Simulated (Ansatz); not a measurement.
TaGa₃ in space group I4/mmm (No. 139; Ta on 2a, Ga on 2b, Ga on 4d), DFT-PBE in the program Ansatz with PAW potentials, all energies at zero smearing, with the estimated change up to a 700 eV cutoff added, with one set of potentials and settings (totals compare only within such a set). Cell of 4 atoms (1 Ta, 3 Ga): -21281.970 eV.

| element | reference phase | E (eV/atom) |
|---|---|---|
| Ta | Im-3m, 1 atoms in the cell | -9932.2522 |
| Ga | Cmce, 4 atoms in the cell | -3783.0209 |

Formation energy per atom, worked out: (-21281.970 − 1×(-9932.2522) − 3×(-3783.0209))/4 = -0.164 eV/atom (-16 kJ per mol of atoms), at 0 K, without zero-point energy or fitted corrections.

The first step of the workflow began from a Materials Project structure, measured or hypothetical; the Crystallography Open Database files this formula in space group No. 139, but the cells were not matched. Its standing as an ambient phase is unchecked. The cell was relaxed with PBE under the symmetry of its start; whether a distortion lowers the energy is not shown. The run is not spin-polarised. The references are the lowest solids computed at this level, not always the standard phases. Scalar-relativistic: spin–orbit coupling is off unless named, which matters more the heavier the elements.

Potentials: the later of the program's two PAW sets.
